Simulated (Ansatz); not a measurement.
A geometry of Cd away from equilibrium: the start of the relaxation of a generated trial cell of Cd in the AFLOW prototype A_hR2_166_c (A7, as in As). These are r2SCAN (plane waves to 500 eV, PAW, scalar-relativistic; Ansatz, a quantum-chemistry and plane-wave program) values and carry that method's errors. Γ-centred k-mesh 10×10×10 on the run's cell (coarser than for final values), Fermi–Dirac smearing 0.05 eV.

```xyz
2
Lattice="1.8879 1.0900 3.5009 -1.8879 1.0900 3.5009 0.0000 -2.1800 3.5009" Properties=species:S:1:pos:R:3 pbc="T T T"
Cd     0.0000     0.0000     2.3898
Cd     0.0000     0.0000     8.1128
```

Question: Predict the force on each atom, in eV/Å.

Answer: 
```json
[
 {"atom": "Cd1", "Fx": "0.00", "Fy": "0.00", "Fz": "2.80"},
 {"atom": "Cd2", "Fx": "0.00", "Fy": "0.00", "Fz": "-2.80"}
]
```

Question: What is the pressure?

Answer: +17.3 GPa, compression positive.

Question: How far above the relaxed end point is this geometry?

Answer: 0.55 eV/atom; the path ends in R-3m (No. 166).

No spin polarisation in the result.

The run could not lose the symmetry of its start, so the end can be a saddle point.

The end of the path is a generated cell of Cd: the first start was made by placing the elements on the sites of a structure type, and the end was not matched to a known phase here, so it may be hypothetical. Known forms of Cd include space group No. 194.
